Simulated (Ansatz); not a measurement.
## Relaxing HfW2

The calculation used DFT PBEsol, scalar-relativistic, plane waves, PAW in Ansatz. Settings: 420 eV cutoff, 8×8×8 k-mesh, Gaussian smearing of 0.10 eV, no spin polarisation.

What was changed: biaxial strain in the a-b plane, c and atoms relaxed: -1.5 %.

Spin–orbit coupling is left out, which can shift energies with elements as heavy as these.

Command:

```bash
ansatz run input.yaml --threads 1 --pin off --max-ram 2560MiB --backend cpu --events-out ev --progress --plain --runs-dir out
```

Input:

```yaml
crystal:
  lattice:
    - [0.0, 3.7142852096, 3.7142852096]
    - [3.7142852096, 0.0, 3.7142852096]
    - [3.7746187764, 3.7746187764, -0.0603335669]
  atoms:
    - { symbol: Hf, position: [0.5, 0.5, 0.5] }
    - { symbol: Hf, position: [0.75, 0.75, 0.75] }
    - { symbol: W, position: [0.125, 0.125, 0.125] }
    - { symbol: W, position: [0.625, 0.125, 0.125] }
    - { symbol: W, position: [0.125, 0.125, 0.625] }
    - { symbol: W, position: [0.125, 0.625, 0.125] }
basis:
  ecutwfc: 420
kpoints:
  mp_grid: { grid: [8, 8, 8] }
hamiltonian:
  xc: pbesol
scf:
  occupations: { method: gaussian, width: 0.1 }
output:
  forces: true
  stress: true
  eigenvalues: true
relax:
  adjacent_minimum: "off"
  f_tol: 0.008
  max_steps: 40
  cell: { stress_tol: 0.015, fix: [a, b, gamma] }
```

F is the free energy. Steps run on the plane waves of an earlier cell, but the last one, and at times one on the way, on a freshly chosen basis, so a repeated geometry can differ a little in energy. The held parts of the cell keep their stress, so P needn't end at zero.

Steps:

```tsv
step	F − F(1) (eV)	largest force component (eV/Å)	V (Å³/atom)	P (GPa)
1	0.0000	0.005	17.497	5.20
2	0.0029	0.002	17.668	2.84
3	-0.0017	0.006	17.565	4.25
4	-0.0017	0.007	17.565	4.25
5	-0.0019	0.007	17.565	4.25
```

Relaxed structure:

```xyz
6
Lattice="0.0000 3.7143 3.7143 3.7143 0.0000 3.7143 3.7845 3.7845 -0.0702" Properties=species:S:1:pos:R:3 pbc="T T T"
Hf    3.7495    3.7495    3.6791
Hf    5.6239    5.6239    5.5189
W     0.9373    0.9373    0.9198
W     0.9373    2.7945    2.7769
W     2.8296    2.8296    0.8847
W     2.7945    0.9373    2.7769
```

The structure is trigonal, space group R-3m (No. 166). Conventional cell: a = 5.253 Å, b = 5.253 Å, c = 13.231 Å, α = 90.00°, β = 90.00°, γ = 120.00°. Hf (site symmetry 3m) is surrounded by 12 W at 3.08 to 3.15 Å and 4 Hf at 3.23 to 3.31 Å. Around W (site symmetry 2/m) lie 6 W at 2.63 to 2.68 Å. W (site symmetry -3m) has 6 W at 2.68 Å as nearest neighbours.

The run converged. It took 2.6 min on 1 thread of Arm Neoverse V1, on a shared host, peak memory 0.61 GiB.